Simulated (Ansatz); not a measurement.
Values for one crystal, relaxed and computed with PBEsol in the plane-wave PAW code Ansatz; other levels are named.

| Property | Result |
|---|---|
| Volume per atom | 34.45 Å³ |
| Band gap | 2.10 eV (direct) |
| Hole effective mass | 0.21, 0.28, 0.28 mₑ (principal values) |
| Electron effective mass | 0.12, 1.0, 1.0 mₑ (principal values) |
| Electronic dielectric constant ε∞ (DFPT) | 4.10 (xx), 3.81 (yy), 3.83 (zz) |
| Valence-band maximum | at Z (k = 0.000, 0.000, 0.500 in fractions of the reciprocal vectors) |
| HSE06 gap on the PBEsol cell | 2.93 eV |

Q: Which compound is it?
A) AgCl, rock salt
B) NaCl, NiAs type
C) CsPbCl3, Amm2 (Pearson symbol oS20)
D) SnTePbSe, R3m (Sn on 3a, Te on 3a, Pb on 3a, Se on 3a)

A: C, CsPbCl3, Amm2 (Pearson symbol oS20)

The workflow started from a Materials Project entry (that database holds measured and hypothetical structures alike); the Crystallography Open Database copy checked does not list it. COD files the formula under space group No. 221. Whether it is the stable phase at ambient conditions was not checked. The cell was relaxed with PBEsol under the symmetry of its start; whether a distortion lowers the energy is not shown. Scalar-relativistic: spin–orbit coupling is off unless named, which matters more the heavier the elements.

Potentials: the later of the program's two PAW sets.
